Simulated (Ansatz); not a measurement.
IrO2 (rutile)

```
IrO2
1.0
    4.52931     0.00000     0.00000
    0.00000     4.52931     0.00000
    0.00000     0.00000     3.17991
Ir O
2 4
Direct
  0.00000   0.00000   0.00000
  0.50000   0.50000   0.50000
  0.30844   0.30844   0.00000
  0.80844   0.19156   0.50000
  0.19156   0.80844   0.50000
  0.69156   0.69156   0.00000
```

E(V) scan at fixed shape, V₀ the volume above. The atoms relax within the cell's symmetry.

The numbers are results of PBE (plane waves to 420 eV, PAW, scalar-relativistic; Ansatz, a first-principles code), not measurements. k mesh 10×10×15 (Γ-centred), Fermi-Dirac smearing 0.05 eV. E stands for the smeared free energy. With the shape held, the modulus is that of even scaling; a crystal free to change shape is softer. IrO2 is run without spin polarisation and with no Hubbard U. IrO2 was relaxed with its symmetry unable to fall. Spin-orbit coupling is left out, though Ir is heavy. The PAW data are Ansatz's earlier set. The zero of ΔE is the relaxed starting cell. The last digit holds for this mesh only.

```
V (Å³/atom)  ΔE (meV/atom)
-----------  -------------
9.133                333.7
9.568                171.8
10.003                70.1
10.438                16.1
10.872                 0.0
11.307                13.8
11.742                51.3
12.177               107.3
12.612               177.9
```

Q: What is the fitted pressure derivative B₀′?

A: 4.8.

Q: What bulk modulus at fixed cell shape B₀ follows from a third-order Birch-Murnaghan fit?

A: 273 GPa. Check by three points about V = 10.872 Å³/atom, step 0.870: d²E/dV² ≈ (70 − 2·0 + 51) meV / 0.870² = 0.160 eV/Å⁶, and V·d²E/dV² × 160.2 = 279 GPa.

(A scan under strain: stresses follow from slopes of the energy per volume, elastic moduli from its curvatures.)
